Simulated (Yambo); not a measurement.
Ag$_{2}$S (space group Cm, No. 8, within 0.06 Å of Cmcm), G0W0@PBEsol in Yambo with this input:

```
rim_cut
gw0
dyson
el_el_corr
HF_and_locXC
ppa
em1d
RandQpts= 1000000
RandGvec= 1 Ry
EXXRLvcs= 82 Ry
VXCRLvcs= 328 Ry
Chimod= "HARTREE"
% BndsRnXp
 17 | 200 |
%
NGsBlkXp= 7 Ry
% LongDrXp
 1.0 | 1.0 | 1.0 |
%
PPAPntXp= 27.2114 eV
% GbndRnge
 1 | 200 |
%
GTermKind= "BG"
DysSolver= "n"
ExtendOut
```

On a 4×4×2 mesh, with wavefunctions cut at 82 Ry, the gap (Γ → Γ) is 1.913 eV and the valence edge shifts by -0.493 eV.

Question: What happens with this change: pole fitted at 10 eV?

Answer: The gap rises by 0.062 eV, to 1.975 eV; the shift of the valence edge becomes -0.395 eV. Neither run is shown to be the converged limit.

Spin-orbit coupling is not included.

Geometry of the Materials Project entry, not relaxed at this level; primitive cell a = 4.232 Å, b = 4.232 Å, c = 7.434 Å, α = 90.09°, β = 90.09°, γ = 67.84°.

The structure is a Materials Project entry; no match was found in the copy of COD used, and its stability was not checked.

A shift is the quasiparticle energy of the state minus its PBEsol energy.
